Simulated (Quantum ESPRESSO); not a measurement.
# Computed records: Zn₃GaSeS₃ (made-up cell), Zn₄S₃O (made-up cell)

Computed with Quantum ESPRESSO 7.5. Calculation on a made-up crystal cell, not a measurement: periodic Kohn-Sham density functional theory in plane waves with PseudoDojo standard norm-conserving scalar-relativistic pseudopotentials, each functional with its own files (v0.5 for PBE, v0.4.1 for LDA and PBEsol), no spin polarisation, no spin-orbit coupling, atoms not relaxed, stress positive in tension, energies less a fixed whole-eV offset for each atom's element; levels are Kohn-Sham levels at fractions of this cell's reciprocal vectors, counted from the reference band (half the neutral cell's valence electrons, rounded up) at Gamma; error bars cover cutoff and k-mesh only, not smearing or the files; added strain carries the atoms with the cell, and shear is the tensor component; each bar is the largest change over components, and at least 0.002 eV, 0.002 eV per angstrom or 0.02 GPa; energies are for the whole cell, and the offsets were chosen from early runs and are not element reference energies.

Settings shared by all entries: functional pbe; scf tolerance 1e-07 eV; electrons removed 0.

```json
{"entry": 1, "formula": "Zn3GaSeS3", "kind": "made-up cell", "structure": {"cell_angstrom": [[3.8644, 0.0003, -0.0307], [0.0005, 6.7998, 0.0235], [-0.0501, 0.0222, 6.3567]], "atoms_fractional": [["Zn", -0.00445, -0.00779, -0.01618], ["Zn", 0.5001, 0.51212, 0.01062], ["Zn", 0.49555, 0.17088, 0.49117], ["Ga", -0.02609, 0.70034, 0.5157], ["Se", -0.00189, 0.00776, 0.37923], ["S", 0.50303, 0.48827, 0.37807], ["S", 0.47996, 0.17198, 0.87942], ["S", 0.02227, 0.66584, 0.86626]]}, "given": {"lattice_type": "wurtzite", "cutoff [eV]": 1170, "fermi_dirac_smearing [eV]": 0.1, "k_mesh": "7 x 6 x 6, shifted by half a step", "atom_site": [1, 2, 3, 4, 5, 6, 7, 8], "atom_energy_offset [eV]": [-5687, -5687, -5687, -2080, -3300, -302, -302, -302]}, "results": {"free_energy_less_offsets [eV]": -0.1242, "smearing_term_minus_ts [eV]": -0.08497, "scf_iterations": 11, "pressure [GPa]": 5.119, "stress_xx [GPa]": -3.657, "stress_yy [GPa]": -6.898, "stress_zz [GPa]": -4.802, "stress_yz [GPa]": 1.881, "stress_xz [GPa]": -1.037, "stress_xy [GPa]": -0.8134, "force_site": [1, 2, 3, 4, 5, 6, 7, 8], "force_x [eV/angstrom]": [-0.2201, 0.4327, 0.137, 0.09605, -0.07021, -0.2711, 0.4204, -0.5248], "force_y [eV/angstrom]": [0.4509, -0.6414, 0.6548, -2.612, 1.276, 0.7987, -0.03431, 0.1073], "force_z [eV/angstrom]": [-0.1303, 0.06025, 1.065, -0.7326, -1.363, -0.05259, -0.2804, 1.434], "fermi_level [eV]": 1.409, "reference_band": 54, "level_k_point": ["Gamma", "(1/2,1/2,1/2)", "(0.15,0,0)", "(0,0.15,0)", "(0,0,0.15)"], "next_band_up [eV]": [1.046, 1.127, 1.741, 1.336, 1.17], "error_bar_energy [eV]": 0.002, "error_bar_stress [GPa]": 0.04599, "error_bar_force [eV/angstrom]": 0.01392, "error_bar_next_band_up [eV]": 0.002878, "error_bar_fermi_level [eV]": 0.005875, "error_bars_from": "tighter rerun of a related cell"}}
{"entry": 2, "formula": "Zn4S3O", "kind": "made-up cell", "structure": {"cell_angstrom": [[5.3798, -0.0333, 0.01], [-0.0333, 5.4049, 0.0446], [0.01, 0.0446, 5.4645]], "atoms_fractional": [["Zn", -0.00973, 0.00342, 0.01346], ["Zn", -0.01563, 0.47721, 0.50019], ["Zn", 0.51021, -0.00282, 0.47626], ["Zn", 0.49669, 0.5028, 0.01717], ["O", 0.2765, 0.2337, 0.24905], ["S", 0.2427, 0.73857, 0.75124], ["S", 0.73991, 0.26005, 0.75987], ["S", 0.73953, 0.74303, 0.26946]]}, "given": {"lattice_type": "zincblende/diamond", "cutoff [eV]": 1143, "fermi_dirac_smearing [eV]": 0.025, "k_mesh": "4 x 4 x 4, shifted by half a step", "atom_site": [1, 2, 3, 4, 5, 6, 7, 8], "atom_energy_offset [eV]": [-5687, -5687, -5687, -5687, -452, -302, -302, -302]}, "results": {"free_energy_less_offsets [eV]": 0.4679, "smearing_term_minus_ts [eV]": 0.0, "scf_iterations": 11, "pressure [GPa]": -4.374, "stress_xx [GPa]": 4.374, "stress_yy [GPa]": 4.087, "stress_zz [GPa]": 4.66, "stress_yz [GPa]": -0.3936, "stress_xz [GPa]": 1.298, "stress_xy [GPa]": 0.3439, "force_site": [1, 2, 3, 4, 5, 6, 7, 8], "force_x [eV/angstrom]": [1.023, 1.362, -1.702, -1.087, -0.3564, -0.04095, -0.1344, 0.9351], "force_y [eV/angstrom]": [0.3127, 0.01295, 1.329, -0.7941, 0.07231, 0.3661, -0.9624, -0.3363], "force_z [eV/angstrom]": [0.1279, -0.2885, 0.4917, 0.3101, 0.004628, 0.04259, 0.1897, -0.8782], "reference_band": 52, "level_k_point": ["Gamma", "(1/2,1/2,1/2)", "(0.15,0,0)", "(0,0.15,0)", "(0,0,0.15)"], "next_band_up [eV]": [1.135, 1.953, 1.66, 1.667, 1.664], "error_bar_energy [eV]": 0.002, "error_bar_stress [GPa]": 0.02, "error_bar_force [eV/angstrom]": 0.002, "error_bar_next_band_up [eV]": 0.002, "error_bars_from": "tighter rerun of this cell"}}
```
